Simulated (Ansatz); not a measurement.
A geometry of GaNi away from equilibrium: step 25 of the relaxation of a generated cell, GaNi built in the AFLOW prototype AB_hP8_186_ab_ab (B5, as in SiC). The numbers are results of PBE (plane waves to 420 eV, PAW, scalar-relativistic; Ansatz, a program for electronic structure), not measurements. Γ-centred k-mesh 12×12×3 on the run's cell (coarser than for final values), Fermi–Dirac smearing 0.05 eV.

```xyz
8
Lattice="2.8056 0.0000 0.0000 -1.4028 2.4298 0.0000 0.0000 0.0000 16.1282" Properties=species:S:1:pos:R:3 pbc="T T T"
Ga     0.0000     0.0000    -0.3762
Ga     0.0000     0.0000     7.6880
Ga     1.4028     0.8099    11.7220
Ga     0.0000     1.6198     3.6579
Ni     0.0000     0.0000    13.4845
Ni     0.0000     0.0000     5.4204
Ni     1.4028     0.8099     9.4523
Ni     0.0000     1.6198     1.3882
```
Spin-polarised start, with parallel moments on Ni.

**Question.** What forces act on the atoms (eV/Å)?

**Answer.** 
| atom | Fx | Fy | Fz |
|---|---|---|---|
| Ga1 | 0.00 | 0.00 | 0.06 |
| Ga2 | 0.00 | 0.00 | 0.06 |
| Ga3 | 0.00 | 0.00 | 0.06 |
| Ga4 | 0.00 | 0.00 | 0.06 |
| Ni5 | 0.00 | 0.00 | -0.06 |
| Ni6 | 0.00 | 0.00 | -0.06 |
| Ni7 | 0.00 | 0.00 | -0.06 |
| Ni8 | 0.00 | 0.00 | -0.06 |

**Question.** What is the pressure?

**Answer.** +6.0 GPa, compression positive.

**Question.** How far above the relaxed end point is this geometry?

**Answer.** 0.04 eV/atom; the path ends in P6₃mc (No. 186).

No spin polarisation in the result: the starting moments vanished. A magnetic state may lie lower.

The run could not lose the symmetry of its start, so the end can be a saddle point.

The end of the path is a generated cell of GaNi: the first start was made by placing the elements on the sites of a structure type, and the end was not matched to a known phase here, so it may be hypothetical.
